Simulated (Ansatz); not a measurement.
Input and output for AlNi (CsCl type): DFT, PBE, PAW with Ansatz's default frozen-core files, scalar-relativistic (Ansatz 0.2.0). This run: bulk in the slab's orientation.

The cell comes from a relaxation on PAW files under the same functional, begun from a prototype that needn't be the stable phase.

Command: `ansatz run input.yaml --threads 2 --pin off --max-ram 6144MiB --backend cpu --events-out ev --progress --plain --runs-dir out` It took 7.6 s on 2 threads of Arm Neoverse N1, with other jobs on the host, peak memory 0.38 GiB.

```yaml
crystal:
  lattice:
    - [0.0, 0.0, 2.893574057]
    - [2.893574057, -2.893574057, 0.0]
    - [2.893574057, 2.893574057, 0.0]
  atoms:
    - { symbol: Ni, position: [0.0, 0.0, 0.0] }
    - { symbol: Ni, position: [0.0, 0.5, 0.5] }
    - { symbol: Al, position: [0.5, 0.5, 0.0] }
    - { symbol: Al, position: [0.5, 0.0, 0.5] }
kpoints:
  mp_grid: { grid: [13, 9, 9] }
scf:
  occupations: { method: fermi_dirac, width: 0.1 }
hamiltonian:
  xc: pbe
  pseudopotentials: { kind: paw }
output:
  forces: true
  stress: true
  eigenvalues: true
  write_density: true
  write_potential: true
  elf: true
  volumetric_format: npy
```

Output:

```
Engine: ansatz 0.2.0
Pseudopotentials: kind: paw
Pseudopotential: Ni, paw, valence charge 18, recommended cutoff 420 eV (normal), Ni.paw.azcp
Pseudopotential: Al, paw, valence charge 3, recommended cutoff 420 eV (normal), Al.paw.azcp
Functional definition: PBE
  parameter kappa = 0.804
  parameter beta = 0.06672455060314922
  exchange = pbe_x(kappa = kappa, mu = beta*pi^2/3)
  correlation = pbe_c(beta = beta)
Crystal: 4 atoms, lattice volume = 48.454 Å³
Basis set: ecut = 420 eV, 929 PW (Γ), exchange–correlation on 40×60×60 points (8 copies of the dense FFT grid, shifted against one another)
Bands: 26, of which v1, the nominal top of the filled ones, is band 21 counted from 1 (20 counted from 0)
Symmetry: 32 space group operations
Space group: Pm-3m (ITA 221), of the structure as read, at distance tolerance 3.6e-5 Å
k-points: 105 of 1053
Non-local potential: Ni, projectors of the file, l = 0: 3, l = 1: 2, l = 2: 3, l = 3: 1
Non-local potential: Al, projectors of the file, l = 0: 2, l = 1: 2, l = 2: 1
PAW form: soft (Blöchl's): semilocal exchange-correlation on the pseudo side does not see the compensation charge
PAW one-centre angular grid: Ni, 590 points (default); XC on 64 Gauss nodes
PAW one-centre angular grid: Al, 110 points (default); XC on 64 Gauss nodes
Initial density: superposition of atomic densities (neutral atoms: chi_scale 0, normalization atom), corrected by the library's trained network
Initial wavefunctions: pseudopotential atomic-orbital guess
Functional: x = pbe(κ = 0.804, μ = 0.2195149727645171), c = pbe(β = 0.06672455060314922)
SCF iter   1: F=—  HF=-12757.088653 eV  |F-HF|=—  |Δ(HF+E_count)|=         —  Δρ=2.28e-3  dr2=1.54e-3  ethr=1.77e-3  ⟨swp⟩=5.4  Hψ=11898  notcnv=0
preconditioner: auto → Kerker (q_TF=auto, 2.664 Å⁻¹)  [metal: Δε(μ)=0.017 eV  Ē_g=6.955 eV  σ=0.100 eV  W_gap=0.04  n_scr=18 (ndim 8)  ℏωp=27.2 eV  f_vac=0.000  D(μ)=1.72/eV (n_scr^D=10)]
SCF iter   2: F=—  HF=-12757.088332 eV  |F-HF|=—  |Δ(HF+E_count)|=   3.21e-4  Δρ=9.95e-4  dr2=3.28e-4  ethr=3.66e-6  ⟨swp⟩=2.1  Hψ=4772  notcnv=0
SCF iter   3: F=—  HF=-12757.088351 eV  |F-HF|=—  |Δ(HF+E_count)|=   1.84e-5  Δρ=1.68e-4  dr2=1.77e-5  ethr=7.82e-7  ⟨swp⟩=1.0  Hψ=2732  notcnv=0
SCF iter   4: F=—  HF=-12757.088472 eV  |F-HF|=—  |Δ(HF+E_count)|=   1.21e-4  Δρ=5.09e-5  dr2=1.26e-6  ethr=4.22e-8  ⟨swp⟩=2.4  Hψ=4062  notcnv=0
iter 5 did not close the SCF: its close was put off for the readings that it lacked (scf_convergence_deferred on its scf_iter line)
SCF iter   5: F=-12757.088471 eV  HF=-12757.088471 eV  |F-HF|=2.49e-8  |Δ(HF+E_count)|=   3.91e-7  Δρ=9.40e-6  dr2=5.18e-8  ethr=3.00e-9  ⟨swp⟩=2.2  Hψ=3596  notcnv=0
SCF iter   6: F=-12757.088471 eV  HF=-12757.088471 eV  |F-HF|=1.28e-8  |Δ(HF+E_count)|=   9.38e-9  Δρ=7.57e-6  dr2=1.81e-8  ethr=1.23e-10  ⟨swp⟩=5.7  Hψ=15962  notcnv=0
SCF 1 converged in 6 iterations: F = -12757.088471 eV  dr2 = 1.81e-8
  greatest PAW one-centre occupation: 1.001 electrons in one spin orbital (limit 2), on the Ni atom at site 1 (counted from 0), in its partial waves of l = 1
SCF converged after 6 iterations
Free energy (F): -12757.088471 eV
Harris-Foulkes:  -12757.088471 eV  (|F-HF|=1.28e-8)
Internal energy: -12757.031146 eV  (E = F + TS)
E sigma→0 (E₀):  -12757.059808 eV
Entropy (-TS):   -0.057326 eV (-14.331 meV/atom)
Fermi energy:    13.762001 eV
--- Per-component energies (eV) ---
  E_band       = -680.444201
  E_kinetic    = 621.062785
  E_local      = -8929.556831  (includes V_loc(G=0)·N_el)
  E_nonlocal   = 1295.438052
  E_hartree    = 3841.692555
  E_xc         = -252.127440
  E_vxc        = -280.691202  (∫ρ·V_xc dr)
  E_paw        = -4200.714595  (= ΣΔE_a)
  E_vpaw       = -1070.098733  (= ΣTr[D̂ρ^β])
  E_aug_tail   = 0.000977  (compensation charges beyond the density's cutoff)
  E_ewald      = -5132.826649
  E_smearing   = -0.057326  (= −TS)
  E_closure    = 0.000000  (closes the sum)
  Σ components = -12757.088471   (vs F -12757.088471, Δ=0.00e0)
--- Forces (eV/Å), atoms counted from 1 ---
  atom   1  Ni     0.00000000     0.00000000     0.00000000
  atom   2  Ni     0.00000000    -0.00000000    -0.00000000
  atom   3  Al    -0.00000000    -0.00000000     0.00000000
  atom   4  Al    -0.00000000     0.00000000    -0.00000000
  max |Σ_I F_I| component: 5.14e-29 eV/Å
--- Stress (GPa, compression-positive) ---
       -0.001053      -0.000000       0.000000
       -0.000000      -0.001053       0.000000
        0.000000      -0.000000      -0.123795
  P = ⅓ Tr σ = -0.0420 GPa (-0.420 kbar)
--- Band table (eV; the first three rows and the last of 105) ---
  k-point 0: bands = ["-89.5259", "-89.5233", "-49.9466", "-49.9466", "-49.9286", "-49.9271", "-49.9271", "-49.9253", "2.6946", "8.4988", "10.4306", "10.5843", "10.5853", "10.8912", "10.8912", "11.7257", "11.7257", "12.2515", "12.2515", "12.2525", "12.7735", "15.1929", "16.1858", "19.1866", "19.1866", "19.1866"]
  k-point 1: bands = ["-89.5259", "-89.5234", "-49.9461", "-49.9461", "-49.9285", "-49.9277", "-49.9277", "-49.9254", "2.8073", "8.3064", "9.9510", "10.5870", "10.6018", "10.8657", "11.2092", "11.7327", "11.7418", "12.2019", "12.2230", "12.2359", "12.8852", "15.4739", "16.5143", "18.4815", "18.7481", "19.3357"]
  k-point 2: bands = ["-89.5256", "-89.5236", "-49.9445", "-49.9444", "-49.9295", "-49.9294", "-49.9282", "-49.9257", "3.1432", "7.5427", "9.7495", "10.5934", "10.6426", "10.8052", "11.3987", "11.7550", "11.7880", "12.0498", "12.1474", "12.1909", "13.2057", "15.7374", "17.3110", "17.7864", "17.9083", "19.7709"]
  k-point 104: bands = ["-89.5234", "-89.5233", "-49.9479", "-49.9478", "-49.9466", "-49.9460", "-49.9244", "-49.9239", "8.3659", "8.4927", "10.0167", "10.2626", "10.8016", "10.8801", "10.9353", "11.1613", "11.7277", "11.7417", "11.8690", "11.8735", "12.8038", "12.8541", "15.2969", "15.4266", "16.2582", "16.4112"]
```

Next run, as changes to the input before:

```diff
   lattice:
-    - [0.0, 0.0, 2.893574057]
-    - [2.893574057, -2.893574057, 0.0]
-    - [2.893574057, 2.893574057, 0.0]
+    - [2.893574057, 0.0, 0.0]
+    - [0.0, 4.0921316751, 0.0]
+    - [0.0, 0.0, 16.0]
   atoms:
-    - { symbol: Ni, position: [0.0, 0.0, 0.0] }
-    - { symbol: Ni, position: [0.0, 0.5, 0.5] }
-    - { symbol: Al, position: [0.5, 0.5, 0.0] }
-    - { symbol: Al, position: [0.5, 0.0, 0.5] }
+    - { symbol: Ni, position: [0.75, 0.25, 0.5] }
+    - { symbol: Al, position: [0.25, 0.75, 0.5] }
 kpoints:
-  mp_grid: { grid: [13, 9, 9] }
+  mp_grid: { grid: [13, 9, 1] }
 scf:
   eigenvalues: true
-  write_density: true
-  write_potential: true
-  elf: true
-  volumetric_format: npy
+  populations: true
+efield:
+  axis: 3
+  amplitude: 0
+  dipole_correction: true
```

Results part of the output:

```
SCF 1 converged in 8 iterations: F = -6376.153831 eV  dr2 = 3.93e-8
  greatest PAW one-centre occupation: 1.001 electrons in one spin orbital (limit 2), on the Ni atom at site 0 (counted from 0), in its partial waves of l = 1
SCF converged after 8 iterations
Free energy (F): -6376.153831 eV
Harris-Foulkes:  -6376.153831 eV  (|F-HF|=1.66e-9)
Internal energy: -6376.101233 eV  (E = F + TS)
E sigma→0 (E₀):  -6376.127532 eV
Entropy (-TS):   -0.052598 eV (-26.299 meV/atom)
Fermi energy:    -2.295077 eV
Dipole field:    D = -0.000000 V/Å  (p = -0.000000 e·Å, saw-weighted, corrected)
Work function:   Φ+ = 4.7043 eV   Φ− = 4.7043 eV
Levels:          The Fermi level and band energies are counted from a zero that moves with the ramp; work functions are not
--- Per-component energies (eV) ---
  E_band       = -651.781754
  E_kinetic    = 302.188186
  E_local      = -12166.163869  (includes V_loc(G=0)·N_el)
  E_nonlocal   = 652.005116
  E_hartree    = 5616.571347
  E_xc         = -120.397868
  E_vxc        = -132.589512  (∫ρ·V_xc dr)
  E_paw        = -2103.068200  (= ΣΔE_a)
  E_vpaw       = -540.384217  (= ΣTr[D̂ρ^β])
  E_aug_tail   = 0.000508  (compensation charges beyond the density's cutoff)
  E_efield     = 0.000000  (sawtooth field / dipole correction)
  E_vefield    = 0.000000  (∫n·V_field dr)
  E_ewald      = 1442.763547
  E_smearing   = -0.052598  (= −TS)
  E_closure    = 0.000000  (closes the sum)
  Σ components = -6376.153831   (vs F -6376.153831, Δ=0.00e0)
--- Forces (eV/Å), atoms counted from 1 ---
  atom   1  Ni     0.00000000     0.00000000     0.00000045
  atom   2  Al     0.00000000     0.00000000     0.00000024
  max |Σ_I F_I| component: 6.90e-7 eV/Å
--- Stress (GPa, compression-positive) ---
       -3.626246       0.000000       0.000000
        0.000000      -3.309477       0.000000
        0.000000       0.000000       0.000199
  P = ⅓ Tr σ = -2.3118 GPa (-23.118 kbar)
--- Band table (eV; the first three rows and the last of 35) ---
  k-point 0: bands = ["-104.6048", "-65.2505", "-65.1559", "-64.6322", "-9.2861", "-4.2380", "-3.2827", "-3.1911", "-2.9695", "-2.8647", "-2.5989", "-1.2628", "1.6357", "2.3266", "2.4745"]
  k-point 1: bands = ["-104.6048", "-65.2505", "-65.1559", "-64.6322", "-9.1758", "-4.2799", "-3.3842", "-3.2897", "-2.9702", "-2.5980", "-2.5644", "-1.9181", "1.7357", "2.5830", "2.9764"]
  k-point 2: bands = ["-104.6048", "-65.2506", "-65.1560", "-64.6322", "-8.8512", "-4.5142", "-3.5973", "-3.3072", "-3.1203", "-2.7864", "-2.5956", "-2.0274", "2.0349", "2.8340", "3.2473"]
  k-point 34: bands = ["-104.6035", "-65.2489", "-65.1758", "-64.6306", "-5.5691", "-3.9750", "-3.3618", "-3.1972", "-3.1764", "-2.6343", "-2.4334", "-0.2791", "0.4249", "1.9656", "4.0838"]
--- Löwdin populations: 2 sites ---
  site symbol       q [e]
     0     Ni     17.5983
     1     Al      3.2270
  spilling = 0.008319 (of n_electrons = 21.000000)
```

Spin polarisation is left out, though a magnetic state may lie lower.
